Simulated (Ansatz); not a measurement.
**Calculated 101Ru nuclear quadrupole resonance for Ru under strain**

Cell: a structure deposited in the COD, relaxed with PBE at fixed cell and then changed (z stretched by 2 %, ions relaxed).

```xyz
2
Lattice="2.7058 0.0000 0.0000 -1.3529 2.3433 0.0000 0.0000 0.0000 4.3675" Properties=species:S:1:pos:R:3 pbc="T T T"
Ru    0.0000    1.5622    1.0919
Ru    1.3529    0.7811    3.2757
```

Atom numbers follow the list; atoms alike are taken as one site, whose name carries the number of the first.

The numbers come from a DFT calculation in Ansatz (PBE, plane waves and PAW, scalar-relativistic, 420 eV cutoff, Γ-centred 20×20×11 k-points, Fermi–Dirac smearing 0.05 eV).

101Ru: I = 5/2, Q = 457.0 mb (year-2017 value). Static lattice, zero field.

Task: The simulated lines lie at 0.996, 1.99 MHz. What are |C_Q|, η and |V_zz| at Ru?

Result: For I = 5/2 and η = 0 the lines are 3|C_Q|/20 and twice that; η pulls their ratio below 2. Here |C_Q| = 6.64 MHz, η = 0.00 and |V_zz| = 0.60 × 10²¹ V/m². The calculation gives V_zz negative; the lines don't show the sign. The site has 12 Ru at 2.69–2.71 Å.

An axis of threefold or higher order runs through Ru, so V_zz lies along it and η is zero.

The run finds no gap above 0.1 eV (a metal, or nearly one), so the gradients can move by 10 % or more with the k-mesh. Without spin–orbit coupling (the program notes it for Ru) the gradients can shift somewhat, as the gap is small. With these PAW files V_zz is typically within 2 to 3 % of all-electron values, but misses above 10 % occur on Ru.
